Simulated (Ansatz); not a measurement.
Ti₂GaC in space group P6_3/mmc (No. 194; Ti on 4f, Ga on 2d, C on 2a) at seven volumes, plane-wave PAW PBEsol (Ansatz code), shape and atoms relaxed at each. One row is withheld.

```tsv
V (Å³/atom)	P (GPa)
12.136	17.56
12.536	10.73
12.936	?
13.336	0.00
13.736	-4.17
14.136	-7.70
14.536	-10.68
```

Task: Fit the shown pressures and predict the withheld one.

Result: Third-order Birch–Murnaghan: P = (3/2)B₀(x^(7/2) − x^(5/2))[1 + (3/4)(B′ − 4)(x − 1)] with x = (V₀/V)^(2/3). Least squares on the six rows gives V₀ = 13.336 Å³/atom, B₀ = 150.6 GPa, B′ = 4.50. At V = 12.936, x = 1.0205 and P = 4.91 GPa. The run itself gave 4.92 GPa.

The workflow started from a Materials Project entry (that database holds measured and hypothetical structures alike); the Crystallography Open Database copy checked does not list it. Whether it is the stable phase at ambient conditions was not checked. Symmetry was held in the PBEsol relaxation; whether a distortion lowers the energy is not shown. The run is not spin-polarised.

Potentials: the later of the program's two PAW sets.
